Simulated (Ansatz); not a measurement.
AlO2:
```xyz
12
Lattice="9.3138 0.0000 0.0000 0.0000 2.8877 0.0000 0.0000 0.0000 4.7343" Properties=species:S:1:pos:R:3 pbc="T T T"
Al     6.1752     0.7219     2.6013
Al     3.1386     2.1658     2.1330
Al     7.7955     2.1658     0.2341
Al     1.5183     0.7219     4.5002
O      4.9494     2.1658     1.6377
O      4.3644     0.7219     3.0966
O      9.0213     0.7219     4.0049
O      0.2925     2.1658     0.7295
O      2.1127     2.1658     3.6007
O      7.2011     0.7219     1.1336
O      2.5442     0.7219     1.2335
O      6.7696     2.1658     3.5008
```
The run is spin-polarised; directions of the spins, atom by atom: 0 0 0 0 ↑ ↑ ↑ ↑ 0 0 0 0.

Relaxed with r²SCAN.

Question: Which orbitals make up the states near the band edges in the program Ansatz at the r²SCAN level (PAW)?

Answer: Top 1 eV of the valence band: O 2p 97 %. Bottom 1 eV of the conduction band: O 2p 97 %. Projections are on Löwdin-orthogonalised atomic valence shells; empty p or d shells of many metals are not among them.

Question: Tabulate the density of states.

Answer: States/eV per cell of 12 atoms, in 0.25 eV bins, energy from the valence-band maximum.

| E (eV) | total | O 2p | Al 3p | Al 3s |
|---|---|---|---|---|
| -7.54 | 0.00 | 0.00 | 0.00 | 0.00 |
| -7.29 | 0.20 | 0.15 | 0.01 | 0.03 |
| -7.04 | 0.75 | 0.58 | 0.03 | 0.13 |
| -6.79 | 2.12 | 1.69 | 0.08 | 0.30 |
| -6.54 | 4.79 | 3.92 | 0.19 | 0.57 |
| -6.29 | 4.32 | 3.47 | 0.22 | 0.51 |
| -6.04 | 4.18 | 3.32 | 0.24 | 0.49 |
| -5.79 | 4.43 | 3.61 | 0.34 | 0.35 |
| -5.54 | 5.83 | 4.84 | 0.53 | 0.28 |
| -5.29 | 6.24 | 5.28 | 0.49 | 0.26 |
| -5.04 | 5.16 | 4.38 | 0.39 | 0.20 |
| -4.79 | 5.16 | 4.32 | 0.48 | 0.19 |
| -4.54 | 6.00 | 5.05 | 0.59 | 0.19 |
| -4.29 | 6.10 | 5.14 | 0.61 | 0.19 |
| -4.04 | 5.22 | 4.40 | 0.51 | 0.17 |
| -3.79 | 5.58 | 4.76 | 0.50 | 0.15 |
| -3.54 | 7.71 | 6.65 | 0.69 | 0.16 |
| -3.29 | 7.38 | 6.45 | 0.64 | 0.11 |
| -3.04 | 7.62 | 6.79 | 0.59 | 0.08 |
| -2.79 | 9.76 | 8.90 | 0.57 | 0.07 |
| -2.54 | 10.00 | 9.30 | 0.44 | 0.05 |
| -2.29 | 11.27 | 10.56 | 0.42 | 0.04 |
| -2.04 | 10.36 | 9.89 | 0.23 | 0.03 |
| -1.79 | 7.27 | 7.00 | 0.11 | 0.01 |
| -1.54 | 10.53 | 10.21 | 0.14 | 0.01 |
| -1.29 | 9.34 | 9.02 | 0.14 | 0.01 |
| -1.04 | 8.26 | 8.04 | 0.09 | 0.01 |
| -0.79 | 6.64 | 6.45 | 0.08 | 0.01 |
| -0.54 | 2.84 | 2.76 | 0.04 | 0.00 |
| -0.29 | 0.85 | 0.83 | 0.01 | 0.00 |
| -0.04 | 0.13 | 0.13 | 0.00 | 0.00 |
| 0.21 | 0.00 | 0.00 | 0.00 | 0.00 |
| 0.46 | 0.00 | 0.00 | 0.00 | 0.00 |
| 0.71 | 0.57 | 0.55 | 0.01 | 0.00 |
| 0.96 | 4.48 | 4.32 | 0.06 | 0.01 |
| 1.21 | 3.95 | 3.84 | 0.04 | 0.01 |
| 1.46 | 2.83 | 2.75 | 0.02 | 0.00 |
| 1.71 | 4.15 | 4.07 | 0.02 | 0.00 |
| 1.96 | 0.01 | 0.01 | 0.00 | 0.00 |
| 2.21 | 0.00 | 0.00 | 0.00 | 0.00 |
| 2.46 | 0.00 | 0.00 | 0.00 | 0.00 |
| 2.71 | 0.00 | 0.00 | 0.00 | 0.00 |
| 2.96 | 0.00 | 0.00 | 0.00 | 0.00 |
| 3.21 | 0.00 | 0.00 | 0.00 | 0.00 |
| 3.46 | 0.00 | 0.00 | 0.00 | 0.00 |
| 3.71 | 0.00 | 0.00 | 0.00 | 0.00 |
| 3.96 | 0.00 | 0.00 | 0.00 | 0.00 |
| 4.21 | 0.00 | 0.00 | 0.00 | 0.00 |
| 4.46 | 0.00 | 0.00 | 0.00 | 0.00 |
| 4.71 | 0.00 | 0.00 | 0.00 | 0.00 |
| 4.96 | 0.00 | 0.00 | 0.00 | 0.00 |
| 5.21 | 0.00 | 0.00 | 0.00 | 0.00 |
| 5.46 | 0.00 | 0.00 | 0.00 | 0.00 |

Space group Pnma. The first step of the workflow began from a Materials Project structure, measured or hypothetical; the Crystallography Open Database copy checked does not list it. Its standing as an ambient phase is unchecked. The cell was relaxed with r²SCAN under the symmetry of its start; its stability against distortions is not shown here. Spin order of the final state: ferromagnetic, chosen from 4 collinear starts compared on coarse meshes (ties went to the first, and starts can fall back to one state), not a proven ground state. Other orbital occupations within this spin state were not tried. No Hubbard U is applied.

Potentials: the later of the program's two PAW sets.
